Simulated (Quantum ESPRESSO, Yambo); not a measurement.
**CsScS2O8: DFT and GW levels**

```
CELL_PARAMETERS angstrom
      5.24677     0.00000     0.00000
     -2.62338     4.54384     0.00000
      0.00000     0.00000     8.87164
ATOMIC_POSITIONS crystal
  O  0.13768 0.36235 0.14419
  O  0.63765 0.77533 0.14419
  O  0.22467 0.86232 0.14419
  O  0.36235 0.13768 0.85581
  O  0.77533 0.63765 0.85581
  O  0.86232 0.22467 0.85581
  O  0.33333 0.66667 0.36684
  O  0.66667 0.33333 0.63316
  S  0.33333 0.66667 0.20246
  S  0.66667 0.33333 0.79754
  Sc 0.00000 0.00000 0.00000
  Cs 0.00000 0.00000 0.50000
```

The geometry is that of Materials Project entry mp-1213159, symmetrised and not relaxed again.

Starting point: norm-conserving PBEsol (Quantum ESPRESSO, 84 Ry, scalar-relativistic). G0W0 in Yambo: 3×3×1 Γ-centred k mesh, bands 2 to 308 and a 7 Ry block in the screening, 308 bands in G with the Bruneval-Gonze terminator, plasmon pole fitted at 27.2 eV.

| Property | Result |
|---|---|
| PBEsol gap along the band path | 4.22 eV |
| PBEsol gap between the mesh's edge points ((0, 0.333, 0) → Γ) | 4.23 eV |
| G0W0 gap between the same points | 7.81 eV |
| PBEsol smallest direct gap on the mesh (at Γ) | 4.29 eV |
| G0W0 direct gap at that point | 7.90 eV |

```json
[
 {"k point": "Γ", "band": "VB", "E PBEsol (eV)": "-0.06", "E QP (eV)": "-1.45", "shift (eV)": "-1.39", "Z": "0.81"},
 {"k point": "Γ", "band": "CB", "E PBEsol (eV)": "4.23", "E QP (eV)": "6.45", "shift (eV)": "2.22", "Z": "0.82"},
 {"k point": "(0, 0.333, 0)", "band": "VB", "E PBEsol (eV)": "0.00", "E QP (eV)": "-1.37", "shift (eV)": "-1.37", "Z": "0.81"},
 {"k point": "(0, 0.333, 0)", "band": "CB", "E PBEsol (eV)": "4.43", "E QP (eV)": "6.72", "shift (eV)": "2.30", "Z": "0.81"},
 {"k point": "K", "band": "VB", "E PBEsol (eV)": "-0.15", "E QP (eV)": "-1.59", "shift (eV)": "-1.44", "Z": "0.81"},
 {"k point": "K", "band": "CB", "E PBEsol (eV)": "4.69", "E QP (eV)": "7.01", "shift (eV)": "2.32", "Z": "0.81"}
]
```

Energies count from the PBEsol valence-band maximum.

Nearest settings tried, and what they do to the gap: 2 Ry block (73 vectors against 441): +811 meV. Not varied: bands in G, bands in W, mesh. So the settings aren't converged at that level.

The structure is a Materials Project entry; no match was found in the copy of COD used, and its stability was not checked.
